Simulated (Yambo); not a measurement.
**ZrNBr: sweep of GW parameters**

G0W0@LDA for ZrNBr (space group Pmmn, No. 59) in Yambo. Reference settings: 4×4×1 Γ-centred k mesh, bands 3 to 194 and a 7 Ry block in the screening, 194 bands in G with the Bruneval-Gonze terminator, plasmon pole fitted at 27.2 eV. The LDA gap Γ → Γ on this mesh is 1.74 eV; G0W0 gaps are taken between the same points.

```csv
change from the reference,G0W0 gap Γ → Γ (eV),shift of the valence edge (eV),rough Yambo cost
reference settings,2.84,-0.10,1
wavefunctions cut at 10 Ry,2.81,0.13,about 1/3
wavefunctions cut at 20 Ry,2.84,-0.07,about 1/3
wavefunctions cut at 30 Ry,2.83,-0.09,about 1/2
exchange cut at 5 Ry,2.56,1.55,–
"49 bands in W, 49 bands in G, 2 Ry block",3.15,0.35,about 1/10
"49 bands in W, 49 bands in G, 6 Ry block",3.09,0.31,about 1/9
"75 bands in W, 75 bands in G, 2 Ry block",2.98,0.27,about 1/8
"75 bands in W, 75 bands in G, 4 Ry block",2.91,0.22,about 1/8
"75 bands in W, 75 bands in G, 6 Ry block",2.94,0.17,about 1/6
2 Ry block,2.87,0.16,about 1/3
6 Ry block,2.80,-0.05,within a factor of two
2×2×1 mesh,2.89,-0.07,about 1/8
4×2×1 mesh,2.87,-0.09,about 1/3
"151 bands in W, 151 bands in G, 3 Ry block, no terminator",2.73,0.27,about 1/4
```

The reference isn't shown to be the converged limit. Costs are rough (shared machines), scaled to the same edge states, and given only for runs that recompute the screening.

Spin-orbit splittings are left out.

Geometry of the Materials Project entry, not relaxed at this level; primitive cell a = 3.620 Å, b = 4.119 Å, c = 9.022 Å, α = 90.00°, β = 90.00°, γ = 90.00°.

A shift is the quasiparticle energy of the state minus its LDA energy.

The distance between layers or molecules is the database entry's, not relaxed here. Functionals without dispersion can leave it too large, which widens gaps and weakens the response across layers: the numbers belong to this cell.
